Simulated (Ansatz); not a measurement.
# Perovskite alloy of SrTiO3 and SrZrO3 (12 of 27 Ti sites exchanged), 135 atoms

Ansatz, PAW, plane waves. PBEsol relaxation of volume and atoms (shape held) at the single k point (½, ½, ½); single points on the relaxed atoms at the Γ point alone, onto which points of the small cell's zone fold. Arrangement: quasirandom. No spin–orbit coupling unless named.

Relaxed cell: a = 11.973 Å, b = 11.973 Å, c = 11.973 Å, α = 90.00°, β = 90.00°, γ = 90.00°.

Mean bond lengths: O–Sr 2.791 Å; O–Ti 1.965 Å; O–Zr 2.062 Å.

Q: What gap lies between the top filled and the lowest empty level in the single points?

A: HSE06 3.89 eV (92 s on NVIDIA GB300).
